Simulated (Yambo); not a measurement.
HfS₂ (CdI2 type, space group P-3m1, No. 164), G0W0@PBEsol in Yambo with this input:

```
rim_cut
gw0
dyson
el_el_corr
HF_and_locXC
ppa
em1d
RandQpts= 1000000
RandGvec= 1 Ry
EXXRLvcs= 58 Ry
VXCRLvcs= 232 Ry
Chimod= "HARTREE"
% BndsRnXp
 3 | 200 |
%
NGsBlkXp= 7 Ry
% LongDrXp
 1.0 | 1.0 | 1.0 |
%
PPAPntXp= 27.2114 eV
% GbndRnge
 1 | 200 |
%
GTermKind= "BG"
DysSolver= "n"
ExtendOut
```

On a 6×6×2 mesh, with wavefunctions cut at 58 Ry, the gap (Γ → L) is 1.881 eV and the valence edge shifts by -0.592 eV.

**Question.** What happens with this change: 2 Ry block?

**Answer.** The gap falls by 0.178 eV, to 1.703 eV; the shift of the valence edge becomes -0.241 eV. Neither run is shown to be the converged limit.

Spin-orbit coupling is included.

Geometry relaxed with PBE+D3(BJ); primitive cell a = b = 3.6089 Å, c = 5.7581 Å, α = β = 90.00°, γ = 120.00°.

A shift is the quasiparticle energy of the state minus its PBEsol energy.
